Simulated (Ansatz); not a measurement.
Input:

SnTe (rock salt), conventional cell a = b = c = 6.4092 Å, α = β = γ = 90.00°. The calculation uses the primitive cell of 2 atoms, to which meshes and values per cell refer.

E(V) scan at fixed shape, V₀ the volume above. Symmetry pins the atoms to their sites.

Computed with PBE (plane waves to 420 eV, PAW, scalar-relativistic; Ansatz, an electronic-structure program). k mesh 13×13×13 (Γ-centred), Fermi-Dirac smearing 0.05 eV. The energy includes the smearing's −TS. Compression counts positive. SnTe was relaxed with its symmetry unable to fall. Spin-orbit coupling is left out, though Te is heavy. ΔE is measured from the relaxed starting cell.

The scan covers V/V₀ from 0.900 to 1.100 in 11 points.

**Question.** What is the fitted pressure derivative B₀′?

**Answer.** 4.4.

**Question.** What bulk modulus B₀ follows from a third-order Birch-Murnaghan fit?

**Answer.** 40.5 GPa.

(A scan under strain: stresses follow from slopes of the energy per volume, elastic moduli from its curvatures.)
